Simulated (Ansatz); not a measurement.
# Calculated with Ansatz: Rb2NaFeF6, single run

Input:

```yaml
crystal:
  lattice:
    - [0.0, 4.23119, 4.23119]
    - [4.23119, 0.0, 4.23119]
    - [4.23119, 4.23119, 0.0]
  atoms:
    - { symbol: Fe, position: [0.0, 0.0, 0.0] }
    - { symbol: F, position: [0.7716, 0.2284, 0.2284] }
    - { symbol: F, position: [0.2284, 0.7716, 0.2284] }
    - { symbol: F, position: [0.2284, 0.7716, 0.7716] }
    - { symbol: F, position: [0.7716, 0.2284, 0.7716] }
    - { symbol: F, position: [0.2284, 0.2284, 0.7716] }
    - { symbol: F, position: [0.7716, 0.7716, 0.2284] }
    - { symbol: Rb, position: [0.25, 0.25, 0.25] }
    - { symbol: Rb, position: [0.75, 0.75, 0.75] }
    - { symbol: Na, position: [0.5, 0.5, 0.5] }
  symmetry: { tolerance: 0.0003 }
kpoints:
  mp_grid: { grid: [4, 4, 4], shift: [0, 0, 0] }
magnetization:
  spin_polarized: false
scf:
  occupations: { method: fermi_dirac }
  initial_density: { chi_scale: 0.1 }
hamiltonian:
  pseudopotentials: { kind: paw }
  xc: pbesol
total_charge: 1
basis:
  ecutwfc: 420
output:
  forces: true
  stress: true
  eigenvalues: true
```

The command:

```bash
ansatz run input.yaml --threads 1 --pin off --max-ram 2560MiB --backend cpu --events-out ev --progress --plain --runs-dir out
```

Origin of the cell: a database entry, scaled a little.

The smearing width isn't typed, so it takes its default of 0.1 eV.

Output (shortened):

```
Pseudopotentials: kind: paw
Pseudopotential: Fe, paw, valence charge 16, recommended cutoff 420 eV (normal), Fe.paw.azcp
Pseudopotential: F, paw, valence charge 7, recommended cutoff 420 eV (normal), F.paw.azcp
Pseudopotential: Rb, paw, valence charge 9, recommended cutoff 420 eV (normal), Rb.paw.azcp
Pseudopotential: Na, paw, valence charge 9, recommended cutoff 420 eV (normal), Na.paw.azcp
Functional definition: PBEsol
  exchange = pbesol_x
  correlation = pbesol_c
Crystal: 10 atoms, lattice volume = 151.502 Å³
Basis set: ecut = 420 eV, 2891 PW (Γ), exchange–correlation on 80×80×80 points (8 copies of the dense FFT grid, shifted against one another)
Bands: 52, of which v1, the nominal top of the filled ones, is band 42 counted from 1 (41 counted from 0)
Symmetry: 48 space group operations
Space group: Fm-3m (ITA 225), of the structure as read, at distance tolerance 1.6e-3 Å
k-points: 8 of 64
[… 12 lines left out …]
Initial density: superposition of atomic densities (chi_scale 0.1, normalization cell, long waves kept (reshape's long-wave potential 0.01 eV rms))
Functional: x = pbesol(κ = 0.804, μ = 0.123457), c = pbesol(β = 0.046)
SCF iter   1: F=—  HF=-17206.229895 eV  Δρ=4.23e-1  dr2=2.60e2  defer=3
SCF iter   2: F=—  HF=-17185.205974 eV  Δρ=2.09e-1  dr2=4.81e1  defer=11
SCF iter   3: F=—  HF=-17175.514187 eV  Δρ=9.43e-2  dr2=1.13e1  defer=12
SCF iter   4: F=—  HF=-17174.738405 eV  Δρ=9.80e-2  dr2=1.49e1  defer=13
SCF iter   5: F=—  HF=-17173.671114 eV  Δρ=1.94e-2  dr2=4.41e-1  defer=13
SCF iter   6: F=—  HF=-17173.600280 eV  Δρ=4.76e-3  dr2=3.98e-2  defer=13
SCF iter   7: F=—  HF=-17173.596531 eV  Δρ=4.26e-3  dr2=3.54e-2  defer=5
SCF iter   8: F=—  HF=-17173.593011 eV  Δρ=1.84e-3  dr2=4.85e-3  defer=5
SCF iter   9: F=—  HF=-17173.592536 eV  Δρ=1.01e-4  dr2=2.36e-5  defer=5
SCF iter  10: F=—  HF=-17173.592331 eV  Δρ=5.93e-5  dr2=5.59e-6  defer=5
SCF iter  11: F=—  HF=-17173.592330 eV  Δρ=1.56e-5  dr2=4.71e-7  defer=5
SCF iter  12: F=-17173.592330 eV  HF=-17173.592330 eV  Δρ=7.72e-6  dr2=9.59e-8
SCF 1 converged in 12 iterations: F = -17173.592330 eV  dr2 = 9.59e-8
SCF converged after 12 iterations
Free energy (F): -17173.592330 eV
Harris-Foulkes:  -17173.592330 eV  (|F-HF|=7.95e-8)
Internal energy: -17173.219354 eV  (E = F + TS)
E sigma→0 (E₀):  -17173.405842 eV
Entropy (-TS):   -0.372977 eV (-37.298 meV/atom)
Fermi energy:    3.189388 eV
--- Per-component energies (eV) ---
  E_band       = -973.771561
  E_kinetic    = 2064.346858
  E_local      = -9579.561573  (includes V_loc(G=0)·N_el)
  E_nonlocal   = 1119.806942
  E_hartree    = 3639.184100
  E_xc         = -874.579912
  E_vxc        = -1067.235216  (∫ρ·V_xc dr)
  E_paw        = -7877.128093  (= ΣΔE_a)
  E_vpaw       = -789.492911  (= ΣTr[D̂ρ^β])
  E_aug_tail   = 0.012802  (compensation charges beyond the density's cutoff)
  E_ewald      = -5666.036370
  E_core_change = 0.735893  (= ΣΔE_core)
  E_smearing   = -0.372977  (= −TS)
  E_deformation_potential = 13.608249  (in the stress; not in F)
  Σ components = -17173.592330   (vs F -17173.592330, Δ=0.00e0)
--- Forces (eV/Å), atoms counted from 1 ---
  atom   1  Fe    -0.000000     0.000000    -0.000000
  atom   2  F     -2.042865    -0.000000     0.000000
  atom   3  F      0.000000    -2.042865    -0.000000
  atom   4  F      2.042865     0.000000    -0.000000
  atom   5  F     -0.000000     2.042865     0.000000
  atom   6  F     -0.000000     0.000000    -2.042865
  atom   7  F      0.000000     0.000000     2.042865
  atom   8  Rb    -0.000000     0.000000    -0.000000
  atom   9  Rb    -0.000000     0.000000    -0.000000
  atom  10  Na     0.000000     0.000000    -0.000000
  max |Σ_I F_I| component: 1.33e-15 eV/Å
--- Stress (GPa, compression-positive) ---
       -3.434050       0.000000      -0.000000
        0.000000      -3.434050       0.000000
        0.000000       0.000000      -3.434050
  P = ⅓ Tr σ = -3.4341 GPa (-34.341 kbar)
```

Caveats: charged cell with a uniform background, whose pressure depends on convention; no spin polarisation, so a magnetic state may lie lower; the k mesh is coarse if the cell is a metal.

It ran for 7.5 s on 1 thread of Arm Neoverse V2 (shared host), peak memory 0.46 GiB, from the program's own first density.
